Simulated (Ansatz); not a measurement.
Wires are cut from relaxed bulk Ge (Fd-3m, 22.86 Å³/atom, gap on the mesh 0.00 eV); atoms and period are relaxed, and energies count from that bulk. Caps count from half an H2 molecule.

All numbers below come from DFT PBEsol, scalar-relativistic, plane waves, PAW (Ansatz 0.2.0).

Settings: cutoff 420 eV, Γ-centred mesh 1×1×6 on the computed 30-atom cell, Gaussian smearing of 0.05 eV; no spin polarisation.

Start ([111] wire, 12 host atoms a period with H caps):

```xyz
30
Lattice="16.5000 0.0000 0.0000 0.0000 15.8000 0.0000 0.0000 0.0000 9.8307" Properties=species:S:1:pos:R:3 pbc="T T T"
Ge    9.4086    7.9000    1.6385
Ge    7.0914    7.9000    7.3730
Ge    7.0914    7.9000    4.9154
Ge    9.4086    7.9000    4.0961
Ge    5.9329    5.8933    1.6385
Ge   10.5671    5.8933    4.9154
Ge    8.2500    9.9067    8.1923
Ge    8.2500    5.8933    0.8192
Ge    8.2500    5.8933    8.1923
Ge    8.2500    9.9067    0.8192
Ge    5.9329    5.8933    4.0961
Ge   10.5671    5.8933    7.3730
H    10.8605    7.9000    1.1251
H     5.6395    7.9000    7.8864
H     6.3655    9.1574    4.4020
H    10.1345    9.1574    4.6095
H     5.2069    4.6359    1.1251
H     5.2069    7.1507    1.1251
H     9.8412    4.6359    4.4020
H    12.0190    5.8933    4.4020
H     7.5240   11.1641    7.6789
H     9.7019    9.9067    7.6789
H     8.9760    4.6359    1.3326
H     7.5240    4.6359    7.6789
H     8.9760   11.1641    1.3326
H     6.7981    9.9067    1.3326
H     6.6588    4.6359    4.6095
H     4.4810    5.8933    4.6095
H    11.2931    4.6359    7.8864
H    11.2931    7.1507    7.8864
```

Q: Relax it.

A: The free energy falls by 4 meV/atom.

```
excess energy (eV per host atom)                      : 0.307
line energy (eV/Å)                                    : 0.376
period (Å)                                            : 9.804
gap on the mesh (eV)                                  : 3.40
highest filled level or Fermi level under vacuum (eV) : 5.67
```

Relaxed structure:
```yaml
crystal:
  lattice:
    - [16.50000, 0.00000, 0.00000]
    - [0.00000, 15.80000, 0.00000]
    - [0.00000, 0.00000, 9.80362]
  atoms:
    - { symbol: Ge, position: [0.56778, 0.49971, 0.16793] }
    - { symbol: Ge, position: [0.43222, 0.49971, 0.74874] }
    - { symbol: Ge, position: [0.43124, 0.49794, 0.50126] }
    - { symbol: Ge, position: [0.56876, 0.49794, 0.41540] }
    - { symbol: Ge, position: [0.36191, 0.37328, 0.16850] }
    - { symbol: Ge, position: [0.63902, 0.37497, 0.50183] }
    - { symbol: Ge, position: [0.49907, 0.62475, 0.83516] }
    - { symbol: Ge, position: [0.49902, 0.37534, 0.08207] }
    - { symbol: Ge, position: [0.50098, 0.37534, 0.83460] }
    - { symbol: Ge, position: [0.50093, 0.62475, 0.08150] }
    - { symbol: Ge, position: [0.36098, 0.37497, 0.41484] }
    - { symbol: Ge, position: [0.63809, 0.37328, 0.74817] }
    - { symbol: H, position: [0.65618, 0.49931, 0.11506] }
    - { symbol: H, position: [0.34382, 0.49931, 0.80160] }
    - { symbol: H, position: [0.38738, 0.57809, 0.44840] }
    - { symbol: H, position: [0.61262, 0.57809, 0.46827] }
    - { symbol: H, position: [0.31670, 0.29492, 0.11366] }
    - { symbol: H, position: [0.31709, 0.45222, 0.11525] }
    - { symbol: H, position: [0.59597, 0.29497, 0.44858] }
    - { symbol: H, position: [0.72662, 0.37326, 0.44699] }
    - { symbol: H, position: [0.45669, 0.70482, 0.78033] }
    - { symbol: H, position: [0.58694, 0.62581, 0.78191] }
    - { symbol: H, position: [0.54356, 0.29559, 0.13494] }
    - { symbol: H, position: [0.45644, 0.29559, 0.78173] }
    - { symbol: H, position: [0.54331, 0.70482, 0.13634] }
    - { symbol: H, position: [0.41306, 0.62581, 0.13475] }
    - { symbol: H, position: [0.40403, 0.29497, 0.46809] }
    - { symbol: H, position: [0.27338, 0.37326, 0.46967] }
    - { symbol: H, position: [0.68330, 0.29492, 0.80301] }
    - { symbol: H, position: [0.68291, 0.45222, 0.80142] }
```

Each run keeps its start's symmetry and one magnetic start, so lower states can exist.

It took 3.1 min on 4 threads of Intel(R) Xeon(R) Platinum 8259CL CPU @ 2.50GHz (Skylake/Cascade Lake), on a shared host, peak memory 4.8 GiB.